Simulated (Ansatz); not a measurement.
**Clamped-ion strain scan in SnSe**

All numbers below come from Ansatz, DFT r2SCAN, scalar-relativistic, plane waves, PAW. Settings: plane waves to 500 eV, k-mesh 10×10×10 (Γ-centred), Gaussian smearing 0.05 eV. No spin polarisation. Energies are free energies at this smearing, counted from the undisturbed cell; pressure is positive in compression.

The undisturbed cell (as given, not relaxed at this level; it stands at 0.0 GPa; this rock-salt form isn't the usual structure):

```xyz
2
Lattice="0.0000 3.0100 3.0100 3.0100 0.0000 3.0100 3.0100 3.0100 0.0000" Properties=species:S:1:pos:R:3 pbc="T T T"
Sn    0.0000    0.0000    0.0000
Se    3.0100    3.0100    3.0100
```

The cell is strained by ε times the Voigt pattern (1, -1, 0, 0, 0, 0) (xx, yy, zz, yz, xz, xy; engineering shear) with fractional coordinates fixed.

```csv
ε,ΔE (meV/atom)
-0.0400,33.9
-0.0200,8.4
0.0000,0.0
0.0050,0.5
0.0100,2.1
0.0150,4.7
0.0250,13.1
0.0300,18.9
0.0350,25.9
```

(1) Predict the stress summed along the pattern (GPa, tension positive) at each point.

Answers

(1)
| ε | stress summed along the pattern (GPa, tension positive) |
| --- | --- |
| -0.0400 | -9.99 |
| -0.0200 | -4.93 |
| 0.0000 | 0.00 |
| 0.0050 | 1.23 |
| 0.0100 | 2.46 |
| 0.0150 | 3.69 |
| 0.0250 | 6.18 |
| 0.0300 | 7.44 |
| 0.0350 | 8.71 |